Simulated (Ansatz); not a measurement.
Starting cell, Ca (fcc, Cu type):

```
CELL_PARAMETERS angstrom
      0.00000     5.56846     5.56846
      2.78423     0.00000     2.78423
      2.78423     2.78423     0.00000
ATOMIC_POSITIONS crystal
  Ca 0.00000 0.00000 0.00000
  Ca 0.50000 0.00000 0.00000
```

The atoms are displaced by Q × the pattern below (from a DFPT mode at L = (0.5, 0.0, 0.0), largest move 1; Q in Å), at fixed cell. (q is in reciprocal vectors of the primitive cell; the cell shown is doubled to hold the pattern.)

```tsv
atom	x	y	z
Ca1	0.577	-0.577	-0.577
Ca2	-0.577	0.577	0.577
```

All values below come from r2SCAN (plane waves to 500 eV, PAW, scalar-relativistic; Ansatz, an electronic-structure program). k mesh 7×14×14 (Γ-centred), Fermi-Dirac smearing 0.05 eV. The energy includes the smearing's −TS. With partly filled bands, energies and forces of such displacements shift with the k mesh and the smearing. Ca was relaxed with its symmetry unable to fall. ΔE is measured from the undisplaced structure.

Problem. Give the computed ΔE (meV/cell) at Q (Å) = -0.083, 0.033, 0.050, 0.067, 0.083, 0.100.

Solution. 
```json
[
 {"Q (Å)": "-0.083", "ΔE (meV/cell)": "26.5"},
 {"Q (Å)": "0.033", "ΔE (meV/cell)": "4.2"},
 {"Q (Å)": "0.050", "ΔE (meV/cell)": "9.5"},
 {"Q (Å)": "0.067", "ΔE (meV/cell)": "16.9"},
 {"Q (Å)": "0.083", "ΔE (meV/cell)": "26.5"},
 {"Q (Å)": "0.100", "ΔE (meV/cell)": "38.2"}
]
```

(For displaced atoms, the force is minus the slope of the energy, and its curvature is a force constant, which sets phonon frequencies.)
